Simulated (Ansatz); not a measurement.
# Mechanical response of Cu (Fm-3m)

```
CELL_PARAMETERS angstrom
0.00000 1.78159 1.78159
1.78159 0.00000 1.78159
1.78159 1.78159 0.00000
ATOMIC_POSITIONS crystal
Cu 0.00000 0.00000 0.00000
```

Conventional cell: a = 3.563 Å, b = 3.563 Å, c = 3.563 Å, α = 90.00°, β = 90.00°, γ = 90.00°. Cu (atom 1) has 12 Cu at 2.52 Å as nearest neighbours.

Computed, not measured; unless marked otherwise by PBEsol, all-electron LAPW in Ansatz 0.2.0, scalar-relativistic. k mesh 28×28×28, Fermi-Dirac smearing of 0.050 eV, basis error target 1 meV/atom. The cell was relaxed by PAW under this functional, which moved its volume by -4 % from the database entry's.

The cell is cubic and carries a residual pressure of 0.03 GPa at this level. Each strain component that symmetry leaves independent is applied at ±0.003 and ±0.006, the ions relax wherever a strain frees them, and the stress (tension positive, GPa) is read. Shears are engineering strains, γ = 2ε.

```
strain    size      σxx      σyy      σzz      σyz     σxz     σxy
    xx  -0.006  -1.3378  -0.9256  -0.9256   0.0000  0.0000  0.0000
    xx  -0.003  -0.6807  -0.4744  -0.4744   0.0000  0.0000  0.0000
    xx  +0.003   0.6046   0.3995   0.3995   0.0000  0.0000  0.0000
    xx  +0.006   1.2318   0.8233   0.8233   0.0000  0.0000  0.0000
    yz  -0.006  -0.0332  -0.0434  -0.0434  -0.6129  0.0000  0.0000
    yz  -0.003  -0.0330  -0.0356  -0.0356  -0.3068  0.0000  0.0000
    yz  +0.003  -0.0330  -0.0356  -0.0356   0.3068  0.0000  0.0000
    yz  +0.006  -0.0332  -0.0434  -0.0434   0.6129  0.0000  0.0000
```

The slope is [8(σ(+δ) − σ(−δ)) − (σ(+2δ) − σ(−2δ))]/(12δ), and the program imposes the crystal's symmetry on the matrix.

What are the independent elastic constants?

C11 = 214.2, C12 = 145.6, C44 = 102.3 GPa.

Do they meet the Born conditions?

C11 − C12 = 68.6, C11 + 2C12 = 505.5 and C44 = 102.3 GPa must all be positive, so the crystal is elastically stable; that says nothing yet of its phonons.

What moduli does a random aggregate of grains have?

B = (C11 + 2C12)/3 = 168.5 GPa. G_V = (C11 − C12 + 3C44)/5 = 75.1 and G_R = 5(C11 − C12)C44/(4C44 + 3(C11 − C12)) = 57.1, so G_H = 66.1 GPa. Then E = 9BG/(3B + G) = 175.3 GPa, ν = (3B − 2G)/(6B + 2G) = 0.327 and B/G = 2.55, on the ductile side of Pugh's 1.75 (a rule of thumb).

With the density of 9.330 g/cm³, how fast does sound travel, and what Debye temperature follows?

| direction | slow (m/s) | middle (m/s) | fast (m/s) |
| --- | --- | --- | --- |
| [100] | 3311 | 3311 | 4792 |
| [110] | 1917 | 3311 | 5500 |
| [111] | 2471 | 2471 | 5716 |

The mean of v⁻³ over directions and branches gives v_m = 2927 m/s and θ_D = (ħ/k_B) v_m (6π²n)^(1/3) = 388 K, n being atoms per volume. Young's modulus spans 96 to 255 GPa over directions, and the universal anisotropy index is 1.58.

How far do the constants move if PAW replaces LAPW in the same cell?

```tsv
constant	LAPW (GPa)	PAW (GPa)	difference
C11	214.2	214.2	0.0
C12	145.6	145.8	0.2
C44	102.3	102.3	0.0
```

How far do the constants move if all-electron PAW (datasets made for the crystal) replaces LAPW in the same cell?

| constant | LAPW (GPa) | all-electron PAW (datasets made for the crystal) (GPa) | difference |
| --- | --- | --- | --- |
| C11 | 214.2 | 214.2 | 0.0 |
| C12 | 145.6 | 145.7 | 0.1 |
| C44 | 102.3 | 102.2 | -0.1 |

Caveats: responses of metals move with mesh and smearing; the frozen-core PAW files of the compared runs were fitted under PBE, their cores solved anew for this functional.
